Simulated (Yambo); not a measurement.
SrTiO3 (cubic perovskite, space group Pm-3m, No. 221), G0W0@LDA (Yambo, plasmon pole, terminator in G, 4×4×4 mesh): gap R → Γ in eV by bands and screening block.

| bands (W and G) | 2 Ry | 3 Ry | 5 Ry | 6 Ry | 8 Ry |
|---|---|---|---|---|---|
| 32 | 4.34 | 3.89 | ? | 3.63 | ? |
| 47 | 4.14 | 3.72 | 3.53 | 3.50 | 3.50 |
| 67 | 4.09 | 3.67 | 3.49 | 3.46 | 3.48 |
| 92 | 4.07 | ? | 3.48 | 3.46 | 3.49 |
| 118 | 4.07 | 3.64 | 3.47 | 3.46 | 3.49 |

Task: Estimate the withheld gaps from their neighbours; the computed values follow.

Result: 
- 32, 5 Ry: 3.68
- 32, 8 Ry: 3.61
- 92, 3 Ry: 3.65

The largest settings aren't shown to be the converged limit.

Geometry of the Materials Project entry, not relaxed at this level; primitive cell a = b = c = 3.913 Å, α = β = γ = 90.00°.
